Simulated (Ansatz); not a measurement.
## Notes on K$_{2}$OsO$_{2}$

```
K Os O
1.0
     0.00000    4.04931    0.00000
     4.04931    0.00000    0.00000
     2.02466    2.02466   -6.57593
K Os O
2 1 2
Direct
  0.65740 0.65740 0.68520
  0.34260 0.34260 0.31480
  0.00000 0.00000 0.00000
  0.86860 0.86860 0.26280
  0.13140 0.13140 0.73720
```

Level: r2SCAN, spin-orbit coupling; 500 eV; 6×6×6 Γ-centred mesh; fermi-dirac occupations (width 0.1 eV); Ansatz 0.2.0, fixed geometry.

The state carries no moments; the state need not be the lowest.

Question: What does the stress say?

Answer: The pressure is 3.2 GPa (compression positive), so with the atoms held at these fractions the cell would first expand; the forces are large, so a full relaxation may end otherwise. The principal stresses 0.6, 0.6, 8.4 GPa differ, so its shape would change too.

Question: Metal or insulator? Give the gap.

Answer: The gap is 0.96 eV, indirect (the least direct gap found is 0.98 eV). A semilocal functional usually gives too small a gap.

Question: Where is the largest force?

Answer: The largest is on O4 (and as large on other atoms): 2.34 eV/Å, components (0.00, 0.00, -2.34). It makes 180° with the line to a nearest neighbour, Os3 at 1.73 Å, pointing away from it.

Question: How is the charge shared?

Answer: Bader charges in e: K +0.83, Os +0.65, O -1.16. In the mean K gives up most and O takes most.

Question: What is the character of the valence top and the conduction bottom?

Answer: Within 0.7 eV of the edges, the states project mainly on Os d (88 %) below the gap and on Os d (62 %) and O p (30 %) above it.

Origin: a known structure type with other elements, at an estimated volume, so it need not be a known compound. Caveats: atoms or cell far from equilibrium.
